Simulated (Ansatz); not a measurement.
SiC:
```cif
data_C4Si4
_chemical_formula_sum 'Si4 C4'
_space_group_name_H-M_alt 'Pnma'
_space_group_IT_number 62
_space_group_name_Hall '-P 2ac 2n'
_cell_length_a 5.78741
_cell_length_b 3.12484
_cell_length_c 5.18329
_cell_angle_alpha 90.000
_cell_angle_beta 90.000
_cell_angle_gamma 90.000
loop_
_space_group_symop_operation_xyz
  'x, y, z'
  '-x, -y, -z'
  '-x+1/2, -y, z+1/2'
  'x+1/2, y, -z+1/2'
  'x+1/2, -y+1/2, -z+1/2'
  '-x+1/2, y+1/2, z+1/2'
  '-x, y+1/2, -z'
  'x, -y+1/2, z'
loop_
_atom_site_label
_atom_site_type_symbol
_atom_site_symmetry_multiplicity
_atom_site_Wyckoff_symbol
_atom_site_fract_x
_atom_site_fract_y
_atom_site_fract_z
_atom_site_occupancy
Si1 Si 4 c 0.15934 0.25000 0.40434 1
C1 C 4 c 0.32350 0.25000 0.10316 1
```

Relaxed with r²SCAN.

Problem. Tabulate the valence density and the electron localisation function along the shortest Si–Si contact (2.61 Å), r²SCAN (plane waves, PAW; program Ansatz).

Solution. 

| distance from Si (Å) | density (e/Å³) | ELF |
|---|---|---|
| 0.26 | 0.10 | 0.17 |
| 0.39 | 0.17 | 0.12 |
| 0.52 | 0.27 | 0.16 |
| 0.65 | 0.36 | 0.26 |
| 0.78 | 0.41 | 0.35 |
| 0.91 | 0.41 | 0.38 |
| 1.05 | 0.39 | 0.36 |
| 1.18 | 0.38 | 0.33 |
| 1.31 | 0.37 | 0.32 |
| 1.44 | 0.38 | 0.33 |
| 1.57 | 0.39 | 0.36 |
| 1.70 | 0.41 | 0.38 |
| 1.83 | 0.41 | 0.35 |
| 1.96 | 0.36 | 0.26 |
| 2.09 | 0.27 | 0.16 |
| 2.22 | 0.17 | 0.12 |
| 2.35 | 0.10 | 0.17 |

The density is the valence pseudo-density with augmentation charge, so density and ELF within about 1 Å of a nucleus are not all-electron values.

The start of the workflow was typed in or built on a structure type; neither database checked (COD, Materials Project) lists it. It is not the phase usual at ambient conditions (space group No. 186, 216). Symmetry was held in the r²SCAN relaxation; its stability against distortions is not shown here.

Potentials: the later of the program's two PAW sets.
